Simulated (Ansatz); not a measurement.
Consider a crystal of In₃S₂ in space group P4/mmm (No. 123), with In on 2e and 1b; S on 2f.

Theory: DFT PBE, scalar-relativistic, plane waves, PAW (Ansatz 0.2.0). Cutoff 420 eV, Γ-centred mesh, Gaussian smearing, no spin polarisation.

The zero of energy is the elements' standard structures at the same level; no fitted shifts are applied.

Task: Which cell and coordinates does it relax to?

Result:

Space group P4/mmm (No. 123). a = 6.254 Å, b = 6.254 Å, c = 4.942 Å, α = 90.00°, β = 90.00°, γ = 90.00°
```
atom  site  symmetry       x       y       z
  In    2e      mmm.  0.0000  0.5000  0.5000
  In    1b     4/mmm  0.0000  0.0000  0.5000
   S    2f      mmm.  0.0000  0.5000  0.0000
```

Around In on a site of symmetry mmm lie 2 S at 2.47 Å and 2 In at 3.13 Å; In on a site of symmetry 4/mmm has 4 In at 3.13 Å; around S lie 2 In at 2.47 Å. Another local minimum with the same sites may exist.

Task: Where does its energy lie, and is it a metal?

Result: The energy over the elements is +0.17 eV/atom and the gap on the 6×6×8 mesh of the 5-atom cell is 0 eV (a metal). The separate elements lie lower, so it is unstable against them.

The last run used Gaussian smearing of 0.10 eV. An odd number of electrons in the primitive cell allows no gap without spin; a larger cell or a magnetic state could open one. The reference form of S is held partly by dispersion forces, which this level lacks. Symmetry constrained the relaxation, so the result can be a saddle point. Another cell of In3S2 relaxed alike, in P4/mmm, lies 119 meV/atom lower, so this cell isn't the stable form at this level.
